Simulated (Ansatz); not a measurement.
**Ansatz 0.2.0, single run: Yb₄Cl₂O**

Run with:

```bash
ansatz run input.yaml --threads 1 --pin off --max-ram 2560MiB --backend cpu --events-out ev --progress --plain --runs-dir out
```

input.yaml:

```yaml
crystal:
  lattice:
    - [0.0, 4.57088672, 0.0]
    - [4.57088672, 0.0, 0.0]
    - [2.28544286, 2.28544286, -7.34140302]
  atoms:
    - { symbol: Yb, position: [0.5, 0.0, 0.0] }
    - { symbol: Yb, position: [0.0, 0.5, 0.0] }
    - { symbol: Yb, position: [0.1553, 0.1553, 0.6894] }
    - { symbol: Yb, position: [0.8447, 0.8447, 0.3106] }
    - { symbol: O, position: [0.0, 0.0, 0.0] }
    - { symbol: Cl, position: [0.3539, 0.3539, 0.2922] }
    - { symbol: Cl, position: [0.6461, 0.6461, 0.7078] }
kpoints:
  mp_grid: { grid: [4, 4, 4], shift: [0, 0, 0] }
magnetization:
  spin_polarized: true
scf:
  occupations: { method: gaussian, width: 0.0778 }
  max_iter: 50
hamiltonian:
  pseudopotentials: { kind: paw }
  xc: pbe
basis:
  ecutwfc: 420
  ecutrho_ratio: 0
output:
  forces: true
  stress: true
  eigenvalues: true
```

Origin of the cell: a known structure type with other elements, at an estimated volume, so it need not be a known compound.

Output:

```
Error: invalid value for `basis.ecutrho_ratio`: must be in [1, 1024]; got 0
```

**Question.** What is wrong with this input?

**Answer.** It holds a density cutoff below four times the waves': `basis.ecutrho_ratio` typed as 0. The input was rejected before any iteration.
